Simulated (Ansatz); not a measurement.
TaSi₂:
```cif
data_Si6Ta3
_chemical_formula_sum 'Ta3 Si6'
_space_group_name_H-M_alt 'P6422'
_space_group_IT_number 181
_space_group_name_Hall 'P 64 2 (0 0 2)'
_cell_length_a 4.78142
_cell_length_b 4.78142
_cell_length_c 6.55525
_cell_angle_alpha 90.000
_cell_angle_beta 90.000
_cell_angle_gamma 120.000
loop_
_atom_site_label
_atom_site_type_symbol
_atom_site_symmetry_multiplicity
_atom_site_Wyckoff_symbol
_atom_site_fract_x
_atom_site_fract_y
_atom_site_fract_z
_atom_site_occupancy
Ta1 Ta 3 c 0.50000 0.00000 0.00000 1
Si1 Si 6 i 0.15818 0.31636 0.00000 1
```

Relaxed with r²SCAN.

Q: Tabulate the valence density and the electron localisation function along the shortest Si–Si contact (2.55 Å), DFT-r²SCAN in the program Ansatz with PAW potentials.

A: 

```tsv
distance from Si (Å)	density (e/Å³)	ELF
0.25	0.15	0.38
0.38	0.20	0.32
0.51	0.28	0.36
0.64	0.36	0.50
0.76	0.41	0.63
0.89	0.42	0.71
1.02	0.41	0.74
1.15	0.40	0.73
1.27	0.39	0.73
1.40	0.40	0.73
1.53	0.41	0.74
1.66	0.42	0.71
1.78	0.41	0.63
1.91	0.36	0.50
2.04	0.28	0.36
2.17	0.20	0.32
2.29	0.15	0.38
```

The density is the valence pseudo-density with augmentation charge, so density and ELF within about 1 Å of a nucleus are not all-electron values.

Space group P6_422. The workflow started from a Materials Project entry (that database holds measured and hypothetical structures alike); the Crystallography Open Database files this formula in space group No. 181, but the cells were not matched. Its standing as an ambient phase is unchecked. The cell was relaxed with r²SCAN under the symmetry of its start; whether a distortion lowers the energy is not shown. The run is not spin-polarised. Scalar-relativistic: spin–orbit coupling is off unless named, which matters more the heavier the elements.

Potentials: the earlier of the program's two PAW sets.
